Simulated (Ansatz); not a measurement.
ZnAu:
```cif
data_AuZn
_chemical_formula_sum 'Zn1 Au1'
_space_group_name_H-M_alt 'Pm-3m'
_space_group_IT_number 221
_space_group_name_Hall '-P 4 2 3'
_cell_length_a 3.09575
_cell_length_b 3.09575
_cell_length_c 3.09575
_cell_angle_alpha 90.000
_cell_angle_beta 90.000
_cell_angle_gamma 90.000
loop_
_atom_site_label
_atom_site_type_symbol
_atom_site_symmetry_multiplicity
_atom_site_Wyckoff_symbol
_atom_site_fract_x
_atom_site_fract_y
_atom_site_fract_z
_atom_site_occupancy
Zn1 Zn 1 b 0.50000 0.50000 0.50000 1
Au1 Au 1 a 0.00000 0.00000 0.00000 1
```

Relaxed with LDA.

Question: Which orbitals make up the states near the Fermi level in DFT-LDA in the program Ansatz with PAW potentials?

Answer: Within 0.5 eV of the Fermi level: Au 6s 20 %, Zn 4s 20 %, Au 5d 13 %, outside the projected shells 45 %. Projections are on Löwdin-orthogonalised atomic valence shells; empty p or d shells of many metals are not among them.

Question: Tabulate the density of states.

Answer: States/eV per cell of 2 atoms, in 0.25 eV bins, energy from the Fermi level.

| E (eV) | total | Au 5d | Zn 3d | Zn 4s |
|---|---|---|---|---|
| -7.85 | 12.88 | 1.13 | 11.58 | 0.09 |
| -7.60 | 9.86 | 0.43 | 9.17 | 0.15 |
| -7.35 | 3.39 | 0.20 | 2.90 | 0.13 |
| -7.10 | 0.92 | 0.20 | 0.41 | 0.14 |
| -6.85 | 1.32 | 0.49 | 0.46 | 0.21 |
| -6.60 | 2.58 | 1.14 | 1.01 | 0.32 |
| -6.35 | 0.49 | 0.36 | 0.08 | 0.03 |
| -6.10 | 1.50 | 1.01 | 0.24 | 0.11 |
| -5.85 | 3.57 | 2.67 | 0.48 | 0.11 |
| -5.60 | 4.60 | 3.63 | 0.65 | 0.09 |
| -5.35 | 3.67 | 3.02 | 0.43 | 0.06 |
| -5.10 | 2.47 | 2.20 | 0.15 | 0.02 |
| -4.85 | 4.09 | 3.66 | 0.24 | 0.05 |
| -4.60 | 3.62 | 3.23 | 0.18 | 0.07 |
| -4.35 | 2.75 | 2.39 | 0.18 | 0.08 |
| -4.10 | 5.51 | 4.92 | 0.38 | 0.08 |
| -3.85 | 2.44 | 2.09 | 0.13 | 0.09 |
| -3.60 | 1.17 | 0.92 | 0.04 | 0.09 |
| -3.35 | 1.04 | 0.81 | 0.03 | 0.08 |
| -3.10 | 0.53 | 0.31 | 0.02 | 0.08 |
| -2.85 | 0.34 | 0.13 | 0.02 | 0.07 |
| -2.60 | 0.31 | 0.10 | 0.01 | 0.06 |
| -2.35 | 0.47 | 0.20 | 0.01 | 0.05 |
| -2.10 | 0.75 | 0.31 | 0.01 | 0.06 |
| -1.85 | 0.71 | 0.25 | 0.01 | 0.07 |
| -1.60 | 0.64 | 0.19 | 0.01 | 0.08 |
| -1.35 | 0.59 | 0.15 | 0.01 | 0.09 |
| -1.10 | 0.56 | 0.12 | 0.01 | 0.10 |
| -0.85 | 0.54 | 0.10 | 0.01 | 0.10 |
| -0.60 | 0.52 | 0.09 | 0.01 | 0.10 |
| -0.35 | 0.50 | 0.08 | 0.01 | 0.10 |
| -0.10 | 0.48 | 0.07 | 0.01 | 0.10 |
| 0.15 | 0.46 | 0.06 | 0.01 | 0.09 |
| 0.40 | 0.44 | 0.05 | 0.00 | 0.09 |
| 0.65 | 0.42 | 0.04 | 0.00 | 0.09 |
| 0.90 | 0.40 | 0.04 | 0.00 | 0.09 |
| 1.15 | 0.41 | 0.03 | 0.00 | 0.10 |
| 1.40 | 0.48 | 0.03 | 0.00 | 0.14 |
| 1.65 | 0.49 | 0.03 | 0.01 | 0.13 |
| 1.90 | 0.54 | 0.04 | 0.01 | 0.15 |
| 2.15 | 0.65 | 0.05 | 0.01 | 0.21 |
| 2.40 | 0.72 | 0.05 | 0.01 | 0.24 |
| 2.65 | 0.79 | 0.05 | 0.00 | 0.26 |
| 2.90 | 0.85 | 0.05 | 0.00 | 0.26 |
| 3.15 | 0.77 | 0.04 | 0.00 | 0.21 |
| 3.40 | 0.70 | 0.03 | 0.00 | 0.17 |
| 3.65 | 0.69 | 0.03 | 0.00 | 0.13 |
| 3.90 | 0.70 | 0.03 | 0.00 | 0.11 |
| 4.15 | 0.69 | 0.02 | 0.00 | 0.09 |
| 4.40 | 0.67 | 0.02 | 0.00 | 0.08 |
| 4.65 | 0.67 | 0.02 | 0.00 | 0.07 |

Symmetry was held in the LDA relaxation; of distortions, only those at the zone centre were tested. Spin–orbit coupling is left out wherever it is not named.

Potentials: the later of the program's two PAW sets.
